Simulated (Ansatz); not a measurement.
Starting cell, ZnCu (CsCl type):

```
CELL_PARAMETERS angstrom
      5.92765     0.00000     0.00000
      2.96382     2.96382     0.00000
      0.00000     0.00000     2.96382
ATOMIC_POSITIONS crystal
  Zn 0.00000 0.00000 0.00000
  Zn 0.50000 0.00000 0.00000
  Cu 0.00000 0.50000 0.50000
  Cu 0.50000 0.50000 0.50000
```

A phonon eigenvector at M = (0.5, 0.5, 0.0) is frozen into this cell: atom i moves by Q times the vector below, so Q is the largest atomic displacement, in Å. The cell is held. (q is in reciprocal vectors of the primitive cell; the cell shown is doubled to hold the pattern.)

| atom | x | y | z |
|---|---|---|---|
| Zn1 | 0.000 | 0.000 | -1.000 |
| Zn2 | 0.000 | 0.000 | 1.000 |

Atoms not listed stay in place.

All values below come from PBE (plane waves to 420 eV, PAW, scalar-relativistic; Ansatz, an electronic-structure program). k mesh 16×16×16 (Γ-centred), Fermi-Dirac smearing 0.05 eV. The energy includes the smearing's −TS. With partly filled bands, energies and forces of such displacements shift with the k mesh and the smearing. ZnCu is run without spin polarisation. ZnCu was relaxed with its symmetry unable to fall. ΔE is measured from the undisplaced structure.

```
Q (Å)   ΔE (meV/cell)
------  -------------
-0.280            395
-0.187            178
-0.093             45
0.000               0
0.093              45
0.187             178
0.280             395
```

Q: Which DFPT wavenumber at M = (0.5, 0.5, 0.0) belongs to this mode?
A. 146 cm⁻¹
B. 219 cm⁻¹
C. 18 cm⁻¹

A: A, 146 cm⁻¹. The curvature of the scan gives 146 cm⁻¹

(For displaced atoms, the force is minus the slope of the energy, and its curvature is a force constant, which sets phonon frequencies.)
